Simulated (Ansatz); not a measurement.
Data:

TaAs (CsCl type, Pm-3m), a = 3.199 Å, b = 3.199 Å, c = 3.199 Å, α = 90.00°, β = 90.00°, γ = 90.00°.

This is the r²SCAN-relaxed structure.

Question: All from r²SCAN in the plane-wave PAW code Ansatz, unless another level is named. Predict the electronic character.

Answer: metallic (no gap).

Question: What about the density of states at the Fermi level?

Answer: 0.32 states/eV per atom (mean over ±0.08 eV).

Question: What about the gap with spin–orbit coupling?

Answer: none (metallic).

A made-up cell: these elements were put on the sites of a structure type; neither database checked (COD, Materials Project) lists it. It is not the phase usual at ambient conditions (space group No. 109). Symmetry was held in the r²SCAN relaxation; its stability against distortions is not shown here. The run is not spin-polarised. Scalar-relativistic: spin–orbit coupling is off unless named, which matters more the heavier the elements.

Potentials: the earlier of the program's two PAW sets.
